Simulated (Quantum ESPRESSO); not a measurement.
pw.x input (Quantum ESPRESSO 7.5; PBEsol, PseudoDojo standard norm-conserving files, scalar-relativistic):

```
&CONTROL
  calculation = 'scf'
  pseudo_dir = './pseudo'
  outdir = './out'
  tprnfor = .true.
  tstress = .true.
/
&SYSTEM
  ibrav = 0
  nat = 2
  ntyp = 2
  ecutwfc = 72.0
  ecutrho = 288.0
  occupations = 'smearing'
  smearing = 'fd'
  degauss = 0.002
  nbnd = 9
/
&ELECTRONS
  conv_thr = 2e-10
/
ATOMIC_SPECIES
H 1.0080 H.upf
Rb 85.4678 Rb.upf
CELL_PARAMETERS angstrom
  0.000000000000   3.004080000000   3.004080000000
  3.004080000000   0.000000000000   3.004080000000
  3.004080000000   3.004080000000   0.000000000000
ATOMIC_POSITIONS crystal
H   0.000000000000   0.000000000000   0.000000000000
Rb   0.500000000000   0.500000000000   0.500000000000
K_POINTS automatic
8 8 8 0 0 0
```

End of the output:

```
     total energy              =     -55.26258540 Ry
     estimated scf accuracy    <       0.00000009 Ry
     total energy              =     -55.26258546 Ry
     estimated scf accuracy    <          1.7E-09 Ry
     total energy              =     -55.26258546 Ry
     estimated scf accuracy    <          2.6E-10 Ry
[...]
     the Fermi energy is     3.3701 ev
!    total energy              =     -55.26258546 Ry
     estimated scf accuracy    <          5.4E-11 Ry
     smearing contrib. (-TS)   =       0.00000000 Ry
     internal energy E=F+TS    =     -55.26258546 Ry
     The total energy is F=E-TS. E is the sum of the following terms:
     one-electron contribution =     -16.04083223 Ry
     hartree contribution      =      10.29063843 Ry
     xc contribution           =     -14.67166113 Ry
     ewald contribution        =     -34.84073054 Ry
     convergence has been achieved in   8 iterations
     Forces acting on atoms (cartesian axes, Ry/au):
     atom    1 type  1   force =     0.00000000    0.00000000    0.00000000
     atom    2 type  2   force =     0.00000000    0.00000000    0.00000000
     Total force =     0.000000     Total SCF correction =     0.000000
     Computing stress (Cartesian axis) and pressure
          total   stress  (Ry/bohr**3)                   (kbar)     P=       -4.77
  -0.00003244  -0.00000000  -0.00000000           -4.77       -0.00       -0.00
  -0.00000000  -0.00003244  -0.00000000           -0.00       -4.77       -0.00
  -0.00000000  -0.00000000  -0.00003244           -0.00       -0.00       -4.77
```
In a gapped system the printed Fermi energy is only some level inside the gap.

Geometry of the Materials Project entry, not relaxed at this level.
